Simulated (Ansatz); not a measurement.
Relaxed-ion elastic tensor of Ba (bcc (W type), Im-3m) in GPa (Voigt order), plane-wave PAW PBEsol (Ansatz code); density 3.93 g/cm³, 57.99 Å³ per atom.

```
12.7   7.5   7.5   0.0   0.0   0.0
 7.5  12.7   7.5   0.0   0.0   0.0
 7.5   7.5  12.7   0.0   0.0   0.0
 0.0   0.0   0.0  11.2   0.0   0.0
 0.0   0.0   0.0   0.0  11.2   0.0
 0.0   0.0   0.0   0.0   0.0  11.2
```

Question: Is the crystal mechanically stable?

Answer: Yes: the smallest eigenvalue of C is 5.2 GPa.

Question: Work out the Voigt, Reuss and Hill averages.

Answer: K_V = 9.2, K_R = 9.2, K_H = 9.2; G_V = 7.8, G_R = 4.8, G_H = 6.3 GPa.

Question: Give Young's modulus, Poisson's ratio, Pugh's ratio and the universal anisotropy index.

Answer: E = 9KG/(3K + G) = 15.4 GPa; ν = 0.22; K/G = 1.46 (brittle by the Pugh limit of 1.75); A_U = 5G_V/G_R + K_V/K_R − 6 = 3.08.

Question: Estimate the sound speeds and the Debye temperature.

Answer: v_l = √((K + 4G/3)/ρ) = 2110 m/s, v_t = √(G/ρ) = 1260 m/s, mean 1400 m/s; Θ = (h/k)(3n/4πV)^(1/3) v_m = 108 K.

Question: Give the Zener ratio and Young's modulus along [100], [110] and [111].

Answer: A = 2C44/(C11 − C12) = 4.33; 1/E = S11 − 2(S11 − S12 − S44/2)Γ with Γ = 0, 1/4, 1/3 gives 7.1, 15.0, 23.9 GPa.

Question: Solve the Christoffel equation for the three sound speeds along [100], [110], [111].

Answer: Eigenvalues of C_ijkl n_j n_l equal ρv². In km/s, slowest first: [100] 1.69, 1.69, 1.79; [110] 0.81, 1.69, 2.33; [111] 1.18, 1.18, 2.48.

The cell was relaxed with PBEsol under the symmetry of its start. As this level gives no gap, shear constants depend on the k-mesh and smearing (Fermi–Dirac, 0.1 eV here). Scalar-relativistic: spin–orbit coupling is off unless named, which matters more the heavier the elements.

Potentials: the later of the program's two PAW sets.
